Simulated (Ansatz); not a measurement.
Q: Name crystals whose computed values (r²SCAN+D4 in the plane-wave PAW code Ansatz) fall in these windows: ε∞ 9.5 to 13; gap (eV) 0.98 to 1.3.

A: 

```json
[
 {"crystal": "WS2, P6_3/mmc (W on 2d, S on 4f)", "ε∞": "10.6", "gap (eV)": "1.18"}
]
```
Others may fit too.

The cell was relaxed under the symmetry of its start. Rows with no word on spin ran without spin polarisation. Spin–orbit coupling is left out wherever it is not named.

Potentials: the later of the program's two PAW sets.
